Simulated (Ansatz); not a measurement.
KI (rock salt), relaxed with PBE (Ansatz, a quantum-chemistry and plane-wave program, plane waves, PAW): a = b = c = 7.1823 Å, α = β = γ = 90.00°.

| Quantity | Result |
|---|---|
| gap (eV) | 3.86 |
| B₀ by P(V) fit (GPa) | 10.6 |

Task: The same phase is relaxed and computed with HSE06 in the same code. What are the cell and these values now?

Result: a = b = c = 7.144 Å, α = β = γ = 90.00°.

gap (eV): 4.88
B₀ by P(V) fit (GPa): 11.1

All cells were relaxed under the symmetry of their starts (and spin orders); stability against distortions was not tested throughout. Spin–orbit coupling is left out wherever it is not named.

Potentials: the later of the program's two PAW sets.

Ansatz is a plane-wave DFT program.
